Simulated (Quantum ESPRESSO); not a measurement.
**Kohn-Sham bands of Cu2O (Pn-3m)**

```xyz
6
Lattice="4.2467 0.0000 0.0000 0.0000 4.2467 0.0000 0.0000 0.0000 4.2467" Properties=species:S:1:pos:R:3 pbc="T T T"
Cu     1.0617     1.0617    -1.0617
Cu     1.0617    -1.0617     1.0617
Cu    -1.0617    -1.0617    -1.0617
Cu    -1.0617     1.0617     1.0617
O      2.1233     2.1233     2.1233
O      0.0000     0.0000     0.0000
```

Cell from Materials Project (mp-361), symmetrised, no further relaxation. COD (Crystallography Open Database) has an entry of this formula and space group (matched by these alone). Computed values, not measurements, from LDA: Quantum ESPRESSO (norm-conserving PseudoDojo potentials, cutoff 74 Ry, no spin polarisation, no spin-orbit coupling) on a Γ-centred 6×6×6 mesh, then Wannier90. Density: 8×8×8 mesh, Gaussian smearing 0.01 Ry. A non-magnetic state is assumed, with no Hubbard U; filled 3d bands tend to lie too high at this level.

Energies are relative to the valence-band maximum; weights are on the orthonormalised atomic waves of the pseudopotential files, averaged over the group. 88 electrons a cell are treated as valence.

Into which isolated groups do the bands fall, where do they lie and what are they made of?


```csv
bands,from (eV),to (eV),filling,weight on atomic waves
1–4,-111.31,-111.31,filled,Cu 3s 99 %
5–8,-69.34,-69.32,filled,Cu 3p 100 %
9–16,-69.05,-69.04,filled,Cu 3p 100 %
17–18,-19.98,-19.16,filled,"O 2s 84 %, Cu 4s 10 %, Cu 3d 5 %"
19–44,-7.58,0.00,filled,"Cu 3d 74 %, O 2p 20 %, Cu 4s 5 %"
```

The Kohn-Sham gap over both meshes and the path is 0.53 eV.
